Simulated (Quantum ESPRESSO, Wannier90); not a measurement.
Wannierisation of ZnSe (zinc blende)

```
begin unit_cell_cart
ang
    0.0000000000    2.8324450000    2.8324450000
    2.8324450000    0.0000000000    2.8324450000
    2.8324450000    2.8324450000    0.0000000000
end unit_cell_cart
begin atoms_frac
Zn   0.0000000000  0.0000000000  0.0000000000
Se   0.2500000000  0.2500000000  0.2500000000
end atoms_frac
```

Structure: Materials Project mp-1190, symmetrised, not relaxed again. COD (Crystallography Open Database) has the formula in 2 space groups, this one among them (matched by group alone). Level: PBEsol, no spin polarisation, no spin-orbit coupling; pw.x of Quantum ESPRESSO at 69 Ry with PseudoDojo potentials, 10×10×10 k-points, Wannier90. Density: 10×10×10 mesh, cold smearing 0.01 Ry. Spin-orbit coupling, left out, would split the p-like bands by a few tenths of an eV.

Bands 16-18 form an isolated set from -5.28 to 0.00 eV relative to the valence-band maximum (on the path) and are turned into 3 Wannier functions by minimising the spread from the start: atomic waves Se 4p.

Centres (Cartesian, Å; one of the equivalent choices) and spreads:

| n | x | y | z | spread (Å²) | nearest atom |
|---|---|---|---|---|---|
| 1 | 1.416 | 1.416 | 1.416 | 3.530 | Se2 |
| 2 | 1.416 | 1.416 | 1.416 | 3.530 | Se2 |
| 3 | 1.416 | 1.416 | 1.416 | 3.530 | Se2 |

Ω_I = 10.01 Å², Ω_total = 10.59 Å²; the interpolated bands follow pw.x to 7.4 meV rms on the path. Only this start was tried; a symmetric start can stop on a saddle, and mixtures of these functions could lower the total by at most Ω_total − Ω_I.
